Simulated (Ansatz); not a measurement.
Space group Fm-3m (No. 225). a = 5.161 Å, b = 5.161 Å, c = 5.161 Å, α = 90.00°, β = 90.00°, γ = 90.00°
```
atom site symmetry x y z
  Sr    4b m-3m  0.5000  0.0000  0.0000
   O    4a m-3m  0.0000  0.0000  0.0000
```

Equation of state of this SrO structure (not necessarily the ground state), with shape and atoms relaxed at each volume where symmetry leaves them free. All numbers below come from Ansatz 0.2.0, DFT r2SCAN, scalar-relativistic, plane waves, PAW.

Cutoff 500 eV; k points 8×8×8 on the computed 2-atom cell (Γ-centred); Gaussian smearing, width 0.02 eV; no spin polarisation.

```
V (Å³/atom) E − E(largest V) (meV/atom) P (GPa) gap on mesh (eV)
     15.118                        47.91    15.85              3.68
     15.634                         5.20    10.84              3.74
     16.149                       -22.65     6.60              3.77
     16.664                       -37.93     3.00              3.79
     17.180                       -42.55    -0.04              3.80
     17.695                       -38.14    -2.63              3.81
     18.211                       -26.06    -4.82              3.81
     18.898                         0.00    -7.24              3.81
```

**Question.** Fit a third-order Birch–Murnaghan equation to E(V).

**Answer.** V0 = 17.17 Å³/atom, B0 = 94 GPa, B0' = 4.5.